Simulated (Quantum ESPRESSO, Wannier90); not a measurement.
## SiNi3 (Cu3Au type), plane waves to Wannier functions

```
begin unit_cell_cart
ang
    3.4637400000    0.0000000000    0.0000000000
    0.0000000000    3.4637400000    0.0000000000
    0.0000000000    0.0000000000    3.4637400000
end unit_cell_cart
begin atoms_frac
Si   0.0000000000  0.0000000000  0.0000000000
Ni   0.0000000000  0.5000000000  0.5000000000
Ni   0.5000000000  0.0000000000  0.5000000000
Ni   0.5000000000  0.5000000000  0.0000000000
end atoms_frac
```

Cell from Materials Project (mp-828), symmetrised, no further relaxation. COD (Crystallography Open Database) has an entry of this formula and space group (matched by these alone). Computed values, not measurements, from PBEsol: Quantum ESPRESSO (norm-conserving PseudoDojo potentials, cutoff 79 Ry, no spin polarisation, no spin-orbit coupling) on a Γ-centred 4×4×4 mesh, then Wannier90. Density: 10×10×10 mesh, cold smearing 0.01 Ry. A non-magnetic state is assumed; magnetic ones were not tried.

Functional, cutoff and mesh named above are those of the base row (1); the first column says what each row takes instead. Model: 31 functions from bands 13-58, start hydrogen-like Si: s;p; Ni: s;p;d, disentangled but not localised (num_iter = 0), frozen window tied to the conduction edge or Fermi level of each row, as listed, which moves Ω_I and hoppings a little by itself. Energies are relative to the Fermi level; the misfit is to pw.x on a path, for states up to 1.0 eV relative to the Fermi level. The lattice is scaled uniformly, fractional positions fixed. The disentangled Ω_I can sit in another minimum from row to row.

```csv
scale,frozen to (eV),Ω_I (Å²),rms misfit (meV),bottom of band 13 (eV),on-site Si1 pz minus Si1 s (eV),"hopping modulus Ni4 px – Ni2 pz, R = 0 0 0 (eV)","hopping modulus Ni4 px – Ni2 s, R = 0 0 0 (eV)","hopping modulus Ni4 s – Ni2 s, R = 0 0 0 (eV)","hopping modulus Ni3 dxz – Si1 s, R = 0 0 0 (eV)"
0.95,1.50,19.12,26,-13.55,6.50,2.512,1.815,1.058,0.793
0.975,1.50,19.52,23,-12.87,6.77,2.404,1.742,1.020,0.759
1,1.50,19.96,20,-12.24,6.96,2.290,1.655,0.978,0.718
1.025,1.50,20.38,19,-11.65,7.13,2.178,1.569,0.936,0.683
1.05,1.49,20.80,16,-11.10,7.28,2.071,1.491,0.896,0.648
```
